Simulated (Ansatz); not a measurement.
Sr2GaCuSO3 — O-17 NMR of the central transition

Cell: a computed structure from the Materials Project (it need not be an observed phase), atoms as given.

```cif
data_Sr2GaCuSO3
_symmetry_space_group_name_H-M 'P4/nmm:1'
_symmetry_Int_Tables_number 129
_cell_length_a 3.9032
_cell_length_b 3.9032
_cell_length_c 15.8384
_cell_angle_alpha 90.000
_cell_angle_beta 90.000
_cell_angle_gamma 90.000
loop_
_atom_site_label
_atom_site_type_symbol
_atom_site_symmetry_multiplicity
_atom_site_Wyckoff_symbol
_atom_site_fract_x
_atom_site_fract_y
_atom_site_fract_z
Sr1 Sr 2 c 0.5000 0.0000 0.8167
Sr3 Sr 2 c 0.0000 0.5000 0.4132
Ga Ga 2 c 0.0000 0.5000 0.6888
Cu Cu 2 a 0.5000 0.5000 0.0000
S S 2 c 0.0000 0.5000 0.9103
O11 O 2 c 0.0000 0.5000 0.5689
O13 O 4 f 0.5000 0.5000 0.7128
```

One atom of each set is listed.

All values are calculated (Ansatz; DFT, PBE, plane waves and PAW, scalar-relativistic, 420 eV cutoff, Γ-centred 6×6×2 k-points, Fermi–Dirac smearing 0.02 eV), not measured.

O-17 has I = 5/2 and Q = -25.58 mb (Pyykkö 2018); at 18.8 T its Larmor frequency is ν₀ = 108.6 MHz. Only the quadrupole interaction is simulated: positions count from each site's isotropic chemical shift, and J coupling is left out, as are shift anisotropy and dipolar coupling, which fast spinning averages.

Simulated pattern of one O site (fast magic-angle spinning, Gaussian broadening 0.2 kHz):

```json
{"offset (kHz)": "-4.712", "height": "0"}
{"offset (kHz)": "-4.589", "height": "1"}
{"offset (kHz)": "-4.465", "height": "5"}
{"offset (kHz)": "-4.342", "height": "8"}
{"offset (kHz)": "-4.218", "height": "9"}
{"offset (kHz)": "-4.095", "height": "9"}
{"offset (kHz)": "-3.971", "height": "10"}
{"offset (kHz)": "-3.848", "height": "10"}
{"offset (kHz)": "-3.724", "height": "10"}
{"offset (kHz)": "-3.601", "height": "12"}
{"offset (kHz)": "-3.477", "height": "21"}
{"offset (kHz)": "-3.354", "height": "31"}
{"offset (kHz)": "-3.230", "height": "34"}
{"offset (kHz)": "-3.107", "height": "37"}
{"offset (kHz)": "-2.983", "height": "39"}
{"offset (kHz)": "-2.860", "height": "43"}
{"offset (kHz)": "-2.736", "height": "49"}
{"offset (kHz)": "-2.613", "height": "65"}
{"offset (kHz)": "-2.489", "height": "96"}
{"offset (kHz)": "-2.366", "height": "100"}
{"offset (kHz)": "-2.242", "height": "83"}
{"offset (kHz)": "-2.119", "height": "75"}
{"offset (kHz)": "-1.995", "height": "72"}
{"offset (kHz)": "-1.872", "height": "71"}
{"offset (kHz)": "-1.748", "height": "73"}
{"offset (kHz)": "-1.625", "height": "77"}
{"offset (kHz)": "-1.501", "height": "86"}
{"offset (kHz)": "-1.378", "height": "100"}
{"offset (kHz)": "-1.255", "height": "96"}
{"offset (kHz)": "-1.131", "height": "79"}
{"offset (kHz)": "-1.008", "height": "68"}
{"offset (kHz)": "-0.884", "height": "62"}
{"offset (kHz)": "-0.761", "height": "57"}
{"offset (kHz)": "-0.637", "height": "53"}
{"offset (kHz)": "-0.514", "height": "50"}
{"offset (kHz)": "-0.390", "height": "47"}
{"offset (kHz)": "-0.267", "height": "38"}
{"offset (kHz)": "-0.143", "height": "16"}
{"offset (kHz)": "-0.020", "height": "2"}
{"offset (kHz)": "0.104", "height": "0"}
```

Question: Which |C_Q| and η does the pattern imply?

Answer: The pattern spans 4.30 kHz before broadening and its centre of gravity is at -1.85 kHz, which fixes P_Q; the places of the horns and steps fix η. That gives P_Q = 5.79 MHz, |C_Q| = 5.59 MHz and η = 0.47, the values that the calculation gives site O13 (2 Ga at 1.99 Å, angle 158°; also 4 Sr at 2.55–2.79 Å). The other sites have |C_Q| = 2.75 MHz. The sign of C_Q can't be read from the pattern.

At O13 V_zz points along the line of its two bonds (within 1°).
